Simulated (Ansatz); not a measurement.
**Structure relaxation, Te**

The start is a generated cell, Te placed in the trigonal-Te structure type. The structure is fully relaxed (lattice and positions, P = 0) with PBE (plane waves to 420 eV, PAW, scalar-relativistic; Ansatz, an electronic-structure program). First-step values are on the input's coarse k-mesh.

Ansatz input (later rounds restart from its end on a renewed k-mesh):
Ansatz 0.2 input:
```yaml
crystal:
  lattice:
    - [4.4559999, 0, 0]
    - [-2.228, 3.8590091, 0]
    - [0, 0, 5.921]
  atoms:
    - { symbol: Te, position: [0.2636, 0, 0.33333333] }
    - { symbol: Te, position: [0, 0.2636, 0.66666667] }
    - { symbol: Te, position: [0.7364, 0.7364, 0] }
basis: { ecutwfc: 420, ecutrho_ratio: 4, xc_grid: 2, fft_grid_basis: typed }
kpoints: { mp_grid: { grid: [6, 6, 4] } }
hamiltonian:
  xc: pbe
  dispersion: none
  pseudopotentials: { kind: paw }
scf: { occupations: { method: fermi_dirac, width: 0.05 } }
relax: { f_tol: 0.01, max_steps: 100, cell: { stress_tol: 0.02 } }
output: { forces: true, stress: true }
```

```json
{
 "initial_pressure": "+2.1 GPa (positive: the cell is compressed)",
 "largest_initial_force": "0.30 eV/Å, on Te1, Te2, Te3 (atoms numbered as listed)",
 "outcome": "The space group stays P3₁21 (No. 152) (the run could not lower it); the end is AFLOW prototype A_hP3_152_a (A8, as in Se), with 3 atoms in the primitive cell",
 "energy_released": "0.01 eV/atom",
 "volume_change": "+3.5 %, from 33.94 to 35.13 Å³/atom",
 "Shortest distances (start → end)": "The closest pairs of elements (up to four, under 3.6 Å), start → end: Te–Te 2.83 → 2.89 Å",
 "band_gap_at_the_end": "0.23 eV, direct within 0.03 eV (at H) (no spin-orbit coupling)",
 "optimiser_moves": "9"
}
```

It ends as:

```cif
data_Te3
_chemical_formula_sum 'Te3'
_space_group_name_H-M_alt 'P3121'
_space_group_IT_number 152
_space_group_name_Hall 'P 31 2"'
_cell_length_a 4.52074
_cell_length_b 4.52074
_cell_length_c 5.95451
_cell_angle_alpha 90.000
_cell_angle_beta 90.000
_cell_angle_gamma 120.000
loop_
_atom_site_label
_atom_site_type_symbol
_atom_site_symmetry_multiplicity
_atom_site_Wyckoff_symbol
_atom_site_fract_x
_atom_site_fract_y
_atom_site_fract_z
_atom_site_occupancy
Te1 Te 3 a 0.73188 0.73188 0.00000 1
```

Final values are on a 9×9×6 k-mesh of the relaxed cell. No spin polarisation in the result. Without spin-orbit coupling the bands of the heavy element are not split, so the gap can be far off.

The run could not lose the symmetry of its start; a randomly shaken copy of 3 atoms returns to this structure.
